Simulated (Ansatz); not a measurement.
5 guesses for MgCd3Se2 and where they end

Computed with Ansatz, DFT PBE, scalar-relativistic, plane waves, PAW. All cells share a 420 eV cutoff and Γ-centred k meshes spaced at most about 0.3 Å⁻¹ (about 0.25 or finer for metals, 2π included). No spin polarisation in the final relaxations.

Each guess was relaxed in cell and atoms at zero pressure, within the symmetry of its start. Temperature and zero-point effects are left out. Coordination counts Se atoms around Cd and Mg (those within 1.25 times the shortest such distance or 1.15 times the sum of covalent radii, 1.27 where that leaves under three; the shortest distance is added where it exceeds 1.18 times the sum of covalent radii; a slash parts the counts of unlike sites).

```
guess      made from  start group  V start (Å³/atom)  end group  V end (Å³/atom)                        coordination at the end  gap on mesh (eV)  E over the lowest end (meV/atom)
    1   Li3YSb2 type        P-3m1               26.3      P-3m1             23.9                        Mg 6, Cd 3/6 from 4.5 Å                 0                                 0
    2   ErB2Ru3 type       P6/mmm               23.7     P6/mmm             28.6                          Mg 6 from 4.1 Å, Cd 4                 0                               495
    3  Al3Ni2Pt type       P4/mmm               22.8     P4/mmm             26.1                        Mg 2, Cd 4/8 from 3.8 Å                 0                               243
    4    random cell        P-6m2               23.2          ?                ?                                              ?                 ?                                 ?
    5  Ce2CuSi3 type        P-6m2               23.6      P-6m2             25.5  Mg 6 from 3.2 Å, Cd 6 from 3.2 Å/6 from 3.6 Å                 0                               535
```

Guess 4 as it starts:

```
Mg Cd Se
1.0
     4.65858    0.00000    0.00000
    -2.32929    4.03445    0.00000
     0.00000    0.00000    7.40345
Mg Cd Se
1 3 2
Direct
  0.00000 0.00000 0.00000
  0.51961 0.48039 0.00000
  0.51961 0.03921 0.00000
  0.96079 0.48039 0.00000
  0.00000 0.00000 0.75224
  0.00000 0.00000 0.24776
```

Problem. Predict the end of this guess and its energy over the lowest end.

Solution. It ends in space group P6/mmm (No. 191), with a = 5.880 Å, c = 7.448 Å, 37.2 Å³/atom and no gap. It lies 0.61 eV/atom over the lowest end, above guess 5 and so the highest of the set. Counting Se atoms around Cd and Mg, this end has Mg 2, Cd 4 from 3.9 Å and the lowest (guess 1) has Mg 6, Cd 3/6 from 4.5 Å. This end holds Se–Se pairs (shortest 2.35 Å); in the lowest (guess 1) the shortest Se–Se distance is 3.86 Å.

```
Mg Cd Se
1.0
     5.87967    0.00000    0.00000
    -2.93984    5.09194    0.00000
     0.00000    0.00000    7.44785
Mg Cd Se
1 3 2
Direct
  0.00000 0.00000 0.00000
  0.50000 0.50000 0.00000
  0.50000 0.00000 0.00000
  0.00000 0.50000 0.00000
  0.00000 0.00000 0.65800
  0.00000 0.00000 0.34200
```

The zero of energy is the elements' standard structures at the same level; no fitted shifts are applied.

Problem. Is the lowest end bound against the elements?

Solution. Yes: its formation energy is −0.50 eV/atom. It lies below the elements, which doesn't yet make it stable against other compounds or structures.

The reference form of Se is held partly by dispersion forces, which this level lacks. Cells relaxed within their symmetry can be saddle points. A lower structure may well exist outside this small set. Some structure types and database cells were kept out of the candidates from the start, so a known form may be missing.
